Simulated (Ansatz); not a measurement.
## Computed properties of C

C:
```
C
1.0
    3.79556     0.00000     0.00000
    0.00000     3.79556     0.00000
    0.00000     0.00000     4.67220
C
12
Direct
  0.92396   0.07604   0.25000
  0.42396   0.42396   0.00000
  0.07604   0.92396   0.75000
  0.57604   0.57604   0.50000
  0.37886   0.83295   0.96637
  0.66705   0.87886   0.71637
  0.62114   0.16705   0.46637
  0.33295   0.12114   0.21637
  0.87886   0.66705   0.28363
  0.16705   0.62114   0.53363
  0.12114   0.33295   0.78363
  0.83295   0.37886   0.03363
```

Space group P4_32_12 (No. 96); conventional cell a = b = 3.7956 Å, c = 4.6722 Å, α = β = γ = 90.00°.

Method: plane-wave PAW r²SCAN (Ansatz code). The cell and atoms are relaxed at this level. Other levels are named where they apply.

**Cell and energy**

| Item | Value |
|---|---|
| Volume per atom | 5.61 Å³ |
| Density | 3.56 g/cm³ |

**Electronic structure**

| Item | Value |
|---|---|
| Band gap | 5.37 eV (indirect) |
| Valence-band maximum | on the M–Γ line, 40 % of the way from M |
| Conduction-band minimum | at Γ |
| Smallest direct gap on the standard path | 5.91 eV |
| Electron effective mass | 0.40, 0.43, 0.43 mₑ (principal values) |
| Hole effective mass | 0.42, 2.0, 2.7 mₑ (principal values) |
| HSE06 gap on the r²SCAN cell | 6.26 eV |

**Mechanics**

| Property | Value |
|---|---|
| Bulk modulus (Birch–Murnaghan fit) | 4090 kbar |
| Pressure derivative B′ | 3.8 |
| Elastic constants (relaxed ions, GPa) | C11 = 1200, C12 = 51.3, C13 = 75.9, C33 = 924, C44 = 489, C66 = 542 |
| Mechanical stability | stable (all eigenvalues of C positive) |
| Hill bulk and shear moduli | 412 and 510 GPa |
| Young's modulus | 1080 GPa |
| Poisson's ratio | 0.06 |
| Debye temperature from the elastic constants | 2190 K |
| Piezoelectric stress constants (proper, relaxed ions, C/m²) | e14 = -0.03, e25 = 0.03 |

The start of the workflow was typed in or built on a structure type; neither database checked (COD, Materials Project) lists it. It is not the phase usual at ambient conditions (space group No. 194, 227). The r²SCAN relaxation kept the symmetry of its start; whether a distortion lowers the energy is not shown. Signs of piezoelectric constants follow the polarity of the cell as given.

Potentials: the later of the program's two PAW sets.
